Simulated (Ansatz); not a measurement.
### Question
Name crystals whose computed values (r²SCAN (plane waves, PAW; program Ansatz)) fall in these windows: B₀ by P(V) fit (GPa) 65 to 92; electron conductivity mass (mₑ) 0.43 to 0.59; gap (eV) 1.8 to 2.7.

### Answer


```tsv
crystal	B₀ by P(V) fit (GPa)	electron conductivity mass (mₑ)	gap (eV)
KVF3, cubic perovskite	78.4	0.53	2.28
LiGeN, P6_3mc (Li on 2b, Ge on 2a, N on 2b)	73.4	0.50	1.83
BaCuSF, P4/nmm (Ba on 2c, Cu on 2b, S on 2c, F on 2a)	66.7	0.48	1.86
```
Others may fit too.

Spin orders computed, not proven ground states: KVF3, cubic perovskite antiferromagnetic. Standing as an ambient phase not checked: KVF3, cubic perovskite; LiGeN, P6_3mc (Li on 2b, Ge on 2a, N on 2b); BaCuSF, P4/nmm (Ba on 2c, Cu on 2b, S on 2c, F on 2a). All cells were relaxed under the symmetry of their starts (and spin orders); stability against distortions was not tested throughout. Cells of antiferromagnets are given as chemical subcells. Rows with no word on spin ran without spin polarisation. No Hubbard U is applied. Scalar-relativistic: spin–orbit coupling is off unless named, which matters more the heavier the elements.

Potentials: the later of the program's two PAW sets.
